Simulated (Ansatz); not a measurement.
**In$_{2}$Se$_{3}$: from a starting cell to a relaxed one**

The start is a generated cell, In2Se3 placed in the AFLOW prototype A2B3_tP10_127_g_ah (D5_a). A full variable-cell relaxation at zero pressure is run with r2SCAN (plane waves to 500 eV, PAW, scalar-relativistic; Ansatz, an electronic-structure program). The first steps use a coarse 3×3×6 k-mesh.

Input geometry:
```
In2Se3
1.0
    7.56719     0.00000     0.00000
    0.00000     7.56719     0.00000
    0.00000     0.00000     4.01237
Se In
6 4
Direct
  0.00000   0.00000   0.00000
  0.50000   0.50000   0.00000
  0.18210   0.68210   0.50000
  0.68210   0.81790   0.50000
  0.31790   0.18210   0.50000
  0.81790   0.31790   0.50000
  0.38410   0.88410   0.00000
  0.88410   0.61590   0.00000
  0.11590   0.38410   0.00000
  0.61590   0.11590   0.00000
```

```json
{
 "initial_pressure": "+3 GPa (positive: the cell is compressed)",
 "energy_released": "0.34 eV/atom",
 "Shortest distances (start → end)": "The closest pairs of elements (up to four, under 3.6 Å), start → end: In–In 2.48 → 3.71 Å; In–Se 2.95 → 2.79 Å; Se–Se 3.42 → 3.14 Å",
 "optimiser_moves": "9"
}
```

It ends as:

Space group P4/mbm (No. 127); a = b = 7.8885 Å, c = 3.7105 Å, α = β = γ = 90.00°

| atom | site | symmetry | x | y | z |
|---|---|---|---|---|---|
| Se | 2a | 4/m.. | 0.0000 | 0.0000 | 0.0000 |
| Se | 4h | m.2m | 0.3593 | 0.1407 | 0.5000 |
| In | 4g | m.2m | 0.1723 | 0.3277 | 0.0000 |

Final values are on a 6×6×13 k-mesh of the relaxed cell. No spin polarisation in the result.

The run could not lose the symmetry of its start, so the end can be a saddle point.

The relaxed structure here is a generated cell of In2Se3: the first start was made by placing the elements on the sites of a structure type, and the end was not matched to a known phase here, so it may be hypothetical.
